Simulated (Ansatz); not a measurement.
input.yaml (Ansatz)

```yaml
crystal:
  lattice:
    - [2.7387492594, 0.0, 0.0]
    - [-1.3693746297, 2.3718264332, 0.0]
    - [0.0, 0.0, 4.6199151075]
  atoms:
    - { symbol: Pd, position: [0.3333333333, 0.6666666667, 0.25], spin: 0.5 }
    - { symbol: Pd, position: [0.6666666667, 0.3333333333, 0.75], spin: 0.5 }
hamiltonian:
  xc: mr2scan
  pseudopotentials:
    kind: paw
    azcp:
      Pd: "pseudopotentials/Pd.paw.azcp"
basis:
  ecutwfc: 500
  fft_grid_basis: typed
kpoints:
  mp_grid: { grid: [22, 22, 11], shift: [0, 0, 0] }
magnetization:
  spin_polarized: true
scf:
  occupations: { method: fermi_dirac, width: 0.05 }
```

Output

```
Engine: ansatz 0.2.0, aarch64-unknown-linux-gnu
Pseudopotentials: kind: paw
Pseudopotential: Pd, paw, valence charge 18, recommended cutoff 500 eV (meta_gga) 
Functional definition: m-r2SCAN
  exchange = m_r2scan_x
  correlation = m_r2scan_c
Crystal: 2 atoms, lattice volume = 30.010 Å³
Basis set: ecut = 500 eV, 749 PW (Γ), exchange–correlation on 80×80×144 points (64 copies of the dense FFT grid, shifted against one another)
Bands: 23, of which v1, the nominal top of the filled ones, is band 18 counted from 1 (17 counted from 0)
Symmetry: 24 space group operations
Space group: P63/mmc (ITA 194), of the structure as read, at distance tolerance 3.1e-5 Å
Magnetic group: BNS 194.263 (UNI 1493), of the structure as read, at distance tolerance 3.1e-5 Å
k-points: 312 of 5324
Non-local potential: Pd, projectors of the file, l = 0: 2, l = 1: 2, l = 2: 2, l = 3: 1
PAW form: soft (Blöchl's): semilocal exchange-correlation on the pseudo side does not see the compensation charge
PAW frozen core: Pd, regenerated for the run's functional (the file was generated under x = pbe(κ = 0.804, μ = 0.2195149727645171), c = pbe(β = 0.06672455060314922))
PAW one-centre angular grid: Pd, 590 points (default); XC on 160 Gauss nodes
Initial density: superposition of atomic densities (chi_scale 0.1, normalization cell)
Starting moments: Σ|m| = 1 μB on 2 of 2 sites
Initial wavefunctions: pseudopotential atomic-orbital guess
Functional: x = mr2scan, c = mr2scan; τ floored in thin density (d = 2e-4 eV/Å³)
SCF iter   1: F=—  HF=-13972.573719 eV  |F-HF|=—  |Δ(HF+E_count)|=         —  Δρ=7.01e-2 (↑7.01e-2 ↓5.88e-2)  dr2=5.00e0  dr2_τ=2.34e-2  dr2_m=2.36e-2  M=0.783 μB ∫|m|=0.791 μB  β_m=0.30  ethr=3.10e-3  ⟨swp⟩=5.2  Hψ=58606  notcnv=0
spin=Collinear: Kerker preconditioning applied to the charge; magnetization (m = ρ↑ − ρ↓) channel mixes plain (no charge-response kernel on spin).
SCF iter   2: F=—  HF=-13971.658698 eV  |F-HF|=—  |Δ(HF+E_count)|=   9.15e-1  Δρ=4.12e-2 (↑4.12e-2 ↓3.38e-2)  dr2=1.69e0  dr2_τ=2.00e-2  dr2_m=1.53e-2  M=0.749 μB ∫|m|=0.761 μB  β_m=0.30  ethr=3.10e-3  ⟨swp⟩=2.7  Hψ=28469  notcnv=0  defer=231  κ⁻¹=1.0e0(r=1)
spin-set hold released at iteration 2 (site moments show no strong build): the magnetisation degrees of freedom join the quasi-Newton model from the next iteration; the mixer history was kept
SCF iter   3: F=—  HF=-13971.334533 eV  |F-HF|=—  |Δ(HF+E_count)|=   3.24e-1  Δρ=1.48e-2 (↑1.16e-2 ↓1.48e-2)  dr2=8.06e-2  dr2_τ=9.15e-3  dr2_m=1.08e-2  M=0.712 μB ∫|m|=0.725 μB  β_m=1.20  ethr=3.10e-3  ⟨swp⟩=2.1  Hψ=23161  notcnv=0  defer=231  κ⁻¹=1.3e-2(r=2)
SCF iter   4: F=—  HF=-13971.392692 eV  |F-HF|=—  |Δ(HF+E_count)|=   5.82e-2  Δρ=7.53e-3 (↑7.53e-3 ↓7.28e-3)  dr2=2.66e-2  dr2_τ=9.55e-4  dr2_m=5.86e-4  M=0.624 μB ∫|m|=0.650 μB  β_m=1.20  ethr=2.24e-4  ⟨swp⟩=2.0  Hψ=21711  notcnv=0  defer=274  κ⁻¹=3.7e-3(r=3)
SCF iter   5: F=—  HF=-13971.411763 eV  |F-HF|=—  |Δ(HF+E_count)|=   1.91e-2  Δρ=3.75e-3 (↑2.86e-3 ↓3.75e-3)  dr2=5.22e-3  dr2_τ=1.78e-4  dr2_m=3.25e-4  M=0.546 μB ∫|m|=0.572 μB  β_m=1.20  ethr=7.40e-5  ⟨swp⟩=2.9  Hψ=25734  notcnv=0  defer=274  κ⁻¹=1.8e-3(r=4)
SCF iter   6: F=—  HF=-13971.418017 eV  |F-HF|=—  |Δ(HF+E_count)|=   6.25e-3  Δρ=1.21e-3 (↑1.10e-3 ↓1.21e-3)  dr2=4.94e-4  dr2_τ=3.03e-5  dr2_m=6.07e-5  M=0.482 μB ∫|m|=0.503 μB  β_m=1.20  ethr=1.45e-5  ⟨swp⟩=2.5  Hψ=26654  notcnv=0  defer=274  κ⁻¹=7.0e-5(r=5)
...
SCF iter  32: F=—  HF=-13971.422472 eV  |F-HF|=—  |Δ(HF+E_count)|=   2.70e-7  Δρ=2.22e-6 (↑1.75e-6 ↓2.22e-6)  dr2=2.52e-10  dr2_τ=8.55e-11  dr2_m=8.86e-10  M=0.007 μB ∫|m|=0.007 μB  β_m=1.20  ethr=2.90e-12  ⟨swp⟩=4.0  Hψ=45618  notcnv=0  κ⁻¹=8.9e-5(r=8)
SCF iter  33: F=—  HF=-13971.422472 eV  |F-HF|=—  |Δ(HF+E_count)|=   3.19e-8  Δρ=1.71e-6 (↑1.37e-6 ↓1.71e-6)  dr2=2.24e-10  dr2_τ=3.87e-11  dr2_m=4.99e-10  M=0.005 μB ∫|m|=0.005 μB  β_m=1.20  ethr=1.00e-12  ⟨swp⟩=4.0  Hψ=41254  notcnv=0  κ⁻¹=1.2e-4(r=8)
SCF iter  34: F=—  HF=-13971.422472 eV  |F-HF|=—  |Δ(HF+E_count)|=   1.96e-8  Δρ=7.45e-7 (↑7.45e-7 ↓7.11e-7)  dr2=1.05e-10  dr2_τ=7.89e-12  dr2_m=8.13e-11  M=0.003 μB ∫|m|=0.003 μB  β_m=1.20  ethr=1.00e-12  ⟨swp⟩=4.0  Hψ=41578  notcnv=0  κ⁻¹=1.7e-4(r=8)
SCF iter  35: F=-13971.422472 eV  HF=-13971.422472 eV  |F-HF|=3.66e-10  |Δ(HF+E_count)|=   1.12e-8  Δρ=3.75e-7 (↑3.33e-7 ↓3.75e-7)  dr2=5.12e-11  dr2_τ=1.81e-12  dr2_m=4.41e-12  M=0.001 μB ∫|m|=0.001 μB  ethr=1.00e-12  ⟨swp⟩=4.0  Hψ=41195  notcnv=0
SCF 1 converged in 35 iterations: F = -13971.422472 eV  dr2 = 5.12e-11
Initial density: read from a saved state, or passed on in memory by an earlier SCF of this step, an earlier step, the calling program or the single point that the run made first
Starting moments: Σ|m| = 1 μB on 2 of 2 sites; this step starts from the density that it was given
Initial wavefunctions: those read from a saved state, or passed on in memory by an earlier step or the calling program
iter 1 solved again at ethr=1.00e-12 eV; its pass at ethr=2.78e-6 eV (dr2=5.12e-11 eV) is discarded
SCF iter   1: F=—  HF=-13971.422472 eV  |F-HF|=—  |Δ(HF+E_count)|=         —  Δρ=3.76e-7 (↑3.32e-7 ↓3.76e-7)  dr2=5.12e-11  dr2_τ=1.82e-12  dr2_m=4.40e-12  M=0.001 μB ∫|m|=0.001 μB  ethr=1.00e-12  ⟨swp⟩=1.0  Hψ=76718  notcnv=0
spin=Collinear: Kerker preconditioning applied to the charge; magnetization (m = ρ↑ − ρ↓) channel mixes plain (no charge-response kernel on spin).
SCF iter   2: F=—  HF=-13971.422469 eV  |F-HF|=—  |Δ(HF+E_count)|=   3.14e-6  Δρ=3.08e-5 (↑3.08e-5 ↓2.82e-5)  dr2=6.42e-9  dr2_τ=1.66e-8  dr2_m=2.37e-7  M=-0.048 μB ∫|m|=0.049 μB  ethr=2.78e-10  ⟨swp⟩=2.3  Hψ=65815  notcnv=0
SCF iter   3: F=—  HF=-13971.422472 eV  |F-HF|=—  |Δ(HF+E_count)|=   3.12e-6  Δρ=2.98e-6 (↑2.98e-6 ↓1.81e-6)  dr2=7.94e-10  dr2_τ=1.03e-10  dr2_m=1.41e-9  M=-0.004 μB ∫|m|=0.004 μB  ethr=2.78e-10  ⟨swp⟩=1.0  Hψ=31200  notcnv=0
SCF iter   4: F=-13971.422472 eV  HF=-13971.422472 eV  |F-HF|=1.82e-12  |Δ(HF+E_count)|=   2.32e-8  Δρ=3.85e-8 (↑3.85e-8 ↓3.47e-8)  dr2=2.21e-13  dr2_τ=7.37e-14  dr2_m=1.61e-13  M=-0.000 μB ∫|m|=0.000 μB  ethr=7.09e-12  ⟨swp⟩=1.0  Hψ=31200  notcnv=0
an SCF along what the orbitals of the run's state read of its open shells (or to have them read: on a GPU, or by another smearing), with the run's symmetry operations kept, reached no lower state that the run goes on to. This is no proof of a minimum
this state was not tested for a lower state beside it, because the mixer in use, unlike msr1, does not test its closes by its own steps (another_mixer; see scf.mixing.algorithm and scf.lower_state_search)
SCF converged after 35 iterations
Magnetization: 0.0006 μB (18.0003 up, 17.9997 down)
Absolute magnetization: 0.0006 μB (∫|ρ↑−ρ↓|, with the PAW one-centre terms)
Spin contamination: 0.0000 ħ² per cell (⟨S²⟩ above its minimum at these occupations)
Per-site moments (μB) at R_I (Å): [(0.00030851806902162883, 1.1297340694938744), (0.0003085180690215912, 1.1297340694938744)]
Free energy (F): -13971.422472 eV
Harris-Foulkes:  -13971.422472 eV  (|F-HF|=3.66e-10)
Internal energy: -13971.383905 eV  (E = F + TS)
E sigma→0 (E₀):  -13971.403188 eV
Entropy (-TS):   -0.038566 eV (-19.283 meV/atom)
Fermi energy:    19.152217 eV
--- Per-component energies (eV) ---
  E_band       = -322.121302
  E_kinetic    = 1030.584901
  E_local      = -3557.102416  (includes V_loc(G=0)·N_el)
  E_nonlocal   = 435.658524
  E_hartree    = 1447.442859
  E_xc         = -320.384067
  E_vxc        = -464.600509  (∫ρ·V_xc dr)
  E_paw        = -7544.333687  (= ΣΔE_a)
  E_vpaw       = -695.693091  (= ΣTr[D̂ρ^β])
  E_aug_tail   = 0.000217  (compensation charges beyond the density's cutoff)
  E_vtau       = 34.145224  (kinetic-family band-sum trace: ∫τ·v_τ [+ j·A + Jᵃ·Aᵃ] dr)
  E_ewald      = -5462.346062
  E_core_change = -0.904173  (= ΣΔE_core)
  E_smearing   = -0.038566  (= −TS)
  E_closure    = 0.000000  (closes the sum)
  Σ components = -13971.422472   (vs F -13971.422472, Δ=0.00e0)
```
